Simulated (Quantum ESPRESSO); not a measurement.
## InMo4Pd2Zn in 5 site orders

These are calculations, not measurements. They come from Quantum ESPRESSO 7.5, a public plane-wave density functional program. Each row is one single-point run on a made-up periodic cell of eight metal atoms, with elements, volume, strain and displacements drawn at random and not relaxed, so a cell may be unstable or far from any real phase. There is no spin polarisation or spin-orbit coupling.

Settings: PBE unless stated; PseudoDojo standard norm-conserving files; Fermi-Dirac width 0.25 eV, which means electrons at about 2900 K; cutoff 1143 eV; 5 x 5 x 4 k mesh shifted half a step off Gamma. E is the free energy of the whole cell (internal energy minus TS), so a -TS column is already part of it. Stress is positive in tension, and the pressure P is minus a third of its trace.

Checks: one run of this series was repeated at a higher cutoff and on a denser mesh, which moved values by no more than 0.005 eV, 0.05 GPa and 0.009 eV/Å, and a second program with other atomic files agreed on it to 2 % rms in force and 0.5 GPa in pressure. Known limits: a spin test at this wide smearing found no moment, but such smearing suppresses magnetism that the real alloy may have.

The lattice is face-centred cubic, and the cell vectors in Å are (-2.086, -3.989, -1.990); (-4.051, 1.938, 1.982); (0.012, 4.050, -4.114), a volume of 132.45 Å³. The runs move one Zn atom among sites that otherwise hold Mo, on the same eight displaced sites. E is counted from run 1, and the rms force is over all 24 components. Nothing is relaxed, so E mixes bonding between neighbours with strain on unrelaxed sites, and it is not an ordering energy.

```
run,elements on sites 1 to 8,E (eV),-TS (eV),rms force (eV/Å),largest force (eV/Å),P (GPa)
1,In Zn Mo Pd Mo Mo Mo Pd,0.000,-1.518,0.584,1.21,-2.74
2,In Mo Zn Pd Mo Mo Mo Pd,-0.019,-1.476,0.539,1.36,-2.78
3,In Mo Mo Pd Zn Mo Mo Pd,-0.026,-1.462,0.557,1.35,?
4,In Mo Mo Pd Mo Zn Mo Pd,-0.207,-1.490,0.591,1.66,-1.57
5,In Mo Mo Pd Mo Mo Zn Pd,0.007,-1.509,0.552,1.38,-3.22
```

## Worked fit

A straight line through the runs shown gives P = -2.94 - 6.69 E GPa with E in eV, an error of 1.24 on the slope and a scatter of 0.22 GPa. At this fixed volume the orders of higher energy tend to have the lower pressure.

## Withheld value

Question: what pressure should run 3 give?

The fit gives -2.77 ± 0.25 GPa. The calculation gave -3.42 GPa. This run lies off the fit by more than twice that error, so something that the fit leaves out matters here.
